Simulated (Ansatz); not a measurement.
The relaxed structure here is a generated cell of Zr: the first start was made by placing the elements on the sites of a structure type, and the end was not matched to a known phase here, so it may be hypothetical. Known forms of Zr include space group No. 194.

One starting cell of Zr (a generated trial cell of Zr in the AFLOW prototype A_cI16_220_c (as in Li)) was relaxed twice with Ansatz (plane waves, PAW, scalar-relativistic): with r2SCAN at 500 eV and with PBE at 420 eV. The r2SCAN result:

```
Zr
1.0
   -3.59663     3.59663     3.59663
    3.59663    -3.59663     3.59663
    3.59663     3.59663    -3.59663
Zr
8
Direct
  0.45991   0.45991   0.45991
  0.50000   0.00000   0.04009
  0.00000   0.04009   0.50000
  0.04009   0.50000   0.00000
  0.95991   0.95991   0.95991
  0.50000   0.00000   0.54009
  0.00000   0.54009   0.50000
  0.54009   0.50000   0.00000
```

```tsv
quantity	r2SCAN	PBE
space group	I-43d	I-43d
volume (Å³/atom)	23.26	?
a (Å)	7.193	?
gap (eV, no spin-orbit coupling)	0.00	?
```

Q: What does PBE give for the same quantities?

A: 
- volume (Å³/atom), PBE: 23.13
- a (Å), PBE: 7.180
- gap (eV, no spin-orbit coupling), PBE: 0.00

Both levels end in the same structure; PBE's volume is 0.6 % smaller. Neither column is exact.

No spin polarisation in the result.

The run could not lose the symmetry of its start: the end is stationary, and may be a saddle point rather than a minimum.

Ansatz is a program for electronic structure.
